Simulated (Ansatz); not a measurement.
WS2:
```cif
data_S4W2
_chemical_formula_sum 'W2 S4'
_space_group_name_H-M_alt 'P63/mmc'
_space_group_IT_number 194
_space_group_name_Hall '-P 6c 2c'
_cell_length_a 3.17204
_cell_length_b 3.17204
_cell_length_c 12.55222
_cell_angle_alpha 90.000
_cell_angle_beta 90.000
_cell_angle_gamma 120.000
loop_
_atom_site_label
_atom_site_type_symbol
_atom_site_symmetry_multiplicity
_atom_site_Wyckoff_symbol
_atom_site_fract_x
_atom_site_fract_y
_atom_site_fract_z
_atom_site_occupancy
W1 W 2 c 0.33333 0.66667 0.25000 1
S1 S 4 f 0.66667 0.33333 0.12566 1
```

Relaxed with r²SCAN+D4. DFT-r²SCAN+D4 in the program Ansatz with PAW potentials gives a gap of 1.18 eV.

### Question
What gap does HSE06 give on the same cell (Ansatz, PAW)?

### Answer
1.60 eV, 0.42 eV more. The hybrid was solved on a coarser mesh and at special points; its gap is the smallest among all of these.

```tsv
k	v1 r²SCAN+D4	c1 r²SCAN+D4	v1 HSE06	c1 HSE06
Γ	0.00	2.44	0.00	2.99
A	-0.33	2.44	?	?
K	-0.60	1.29	?	?
H	-0.69	1.29	?	?
M	-1.58	2.37	-1.73	2.92
L	-1.65	2.39	?	?
```

### Question
Top valence (v1) and lowest conduction level (c1) in eV from each method's valence maximum (which need not be a listed point): supply the withheld HSE06 values.

### Answer

- A, v1 HSE06: -0.36
- A, c1 HSE06: 2.98
- L, v1 HSE06: -1.80
- L, c1 HSE06: 2.94
- H, v1 HSE06: -0.67
- H, c1 HSE06: 1.67
- K, v1 HSE06: -0.57
- K, c1 HSE06: 1.67

Cost on shared cores: the r²SCAN+D4 run (SCF on a 10×10×3 mesh, then bands and DOS) about 40 core-seconds (a rough figure), the HSE06 run (SCF on 6×6×2, then a few points) around 80 core-seconds (rough); the tasks are unlike.

Space group P6_3/mmc. The cell was relaxed with r²SCAN+D4 under the symmetry of its start; phonons on a q-mesh show no instability. No spin polarisation was allowed. Scalar-relativistic: spin–orbit coupling is off unless named, which matters more the heavier the elements.

Potentials: the earlier of the program's two PAW sets.
